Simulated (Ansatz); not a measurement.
## WS2 with Ta replacing W: do the settings matter for the field gradients?

Cell: a supercell of WS2 (space group P6_3/mmc) built from a COD entry (the entry's cell lengths or inner coordinates differ somewhat from later room-temperature determinations), with all atoms left at the host's positions.

Space group P-6m2 (No. 187); a = 9.5400, c = 12.5000 Å, γ = 120.00°.

| site | Wyckoff | site symmetry | x | y | z |
| --- | --- | --- | --- | --- | --- |
| Ta | 1a | -6m2 | 0.0000 | 0.0000 | 0.0000 |
| W2 | 6l | m.. | 0.0000 | 0.3333 | 0.0000 |
| W6 | 1c | -6m2 | 0.3333 | 0.6667 | 0.0000 |
| W8 | 1e | -6m2 | 0.6667 | 0.3333 | 0.0000 |
| W10 | 3k | mm2 | 0.1111 | 0.8889 | 0.5000 |
| W12 | 3k | mm2 | 0.1111 | 0.5556 | 0.5000 |
| W14 | 3k | mm2 | 0.4444 | 0.2222 | 0.5000 |
| S19 | 2g | 3m. | 0.0000 | 0.0000 | 0.3750 |
| S20 | 12o | 1 | 0.0000 | 0.3333 | 0.3750 |
| S24 | 2h | 3m. | 0.3333 | 0.6667 | 0.3750 |
| S26 | 2i | 3m. | 0.6667 | 0.3333 | 0.3750 |
| S28 | 6n | .m. | 0.1111 | 0.8889 | 0.8750 |
| S30 | 6n | .m. | 0.1111 | 0.5556 | 0.8750 |
| S32 | 6n | .m. | 0.4444 | 0.2222 | 0.8750 |

One atom of each set is listed.

Reference run. Method: Kohn–Sham DFT in Ansatz, PBE, plane waves and PAW, scalar-relativistic, 420 eV cutoff, Γ-centred 3×3×2 k-points, Fermi–Dirac smearing 0.01 eV, cell charge +1.

Q: The input is changed as follows: `hamiltonian.hubbard`: not typed → {sites: [{species: W, l: d, u_eff: 1.0}], double_counting: amf}; `accuracy`: not typed → high; `basis.ecutrho_ratio`: not typed → 6. What happens to V_zz (10²¹ V/m²) and η?

A: 

```tsv
site	V_zz reference	η reference	V_zz changed	η changed
Ta	-18.13	0.00	-18.36	0.00
W2	-15.26	0.35	-15.46	0.36
W6	-16.07	0.00	-16.33	0.00
W8	-16.21	0.00	-16.41	0.00
W10	-17.04	0.00	-17.37	0.00
W12	-16.90	0.00	-17.22	0.00
W14	-16.86	0.00	-17.19	0.00
S19	-4.46	0.00	-4.48	0.00
S20	-4.34	0.00	-4.36	0.00
S26	-4.34	0.00	-4.36	0.00
S28	-5.10	0.62	-5.04	0.62
S32	-4.21	0.06	-4.25	0.05
```

The largest change of V_zz is on W10, from -17.04 to -17.37. In per cent, |V_zz| changes by +1 on Ta, +1 to +2 on W, -1 to +1 on S (all sites that start above 2). The table leaves out 2 of the 14 sites, with |V_zz| up to 4.33; their tensors move by 0.03 at most along any direction. The statements above cover all sites. SCF iterations: 9 and 16. New warnings: filled band counts differ across k points.

On the reference run: The run isn't spin-polarised, and a state with spin may lie lower. The defect repeats with the cell of 54 atoms, so it feels its images: sites between two images don't show the values beside a lone defect, and zeros or small values of η there can come from the images' arrangement. S and W carry a gradient in the pure host already, so the values there aren't the defect's effect alone. A uniform background compensates the cell's charge. The defect cell has no gap above 0.1 eV on its mesh, so the values can hang on the smearing and the k-mesh. Without spin–orbit coupling the gradients at and beside Ta and W can be off by some per cent, at some sites by more. With these PAW files V_zz is typically within 2 to 3 % of all-electron values, but misses above 10 % occur on Ta. The neighbours have not yet relaxed around the defect (largest force 0.56 eV/Å), so a real crystal will differ.
